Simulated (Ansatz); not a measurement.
Values for one crystal, relaxed and computed with PBE+D3(BJ) in the plane-wave PAW code Ansatz; other levels are named.

```yaml
volume_per_atom: 29.54 Å³
electronic_character: metallic (no gap)
debye_temperature_from_the_elastic_constants: 83.4 K
Density of states at the Fermi level: 0.40 states/eV per atom (mean over ±0.08 eV)
mechanical_stability: stable (all eigenvalues of C positive)
Pressure derivative B′: 5.5
Bulk modulus (Birch–Murnaghan fit): 322 kbar
```

Which of these materials gives this?
A. Tl, hcp (Mg type)
B. Nb, bcc (W type)
C. Li, bcc (W type)
D. V, bcc (W type)

A, Tl, hcp (Mg type)

Space group P6_3/mmc (hcp (Mg type)). Symmetry was held in the PBE+D3(BJ) relaxation. The pairwise dispersion correction was not fitted to metals. As this level gives no gap, shear constants depend on the k-mesh and smearing (Fermi–Dirac, 0.1 eV here). Spin–orbit coupling is left out wherever it is not named.

Potentials: the later of the program's two PAW sets.
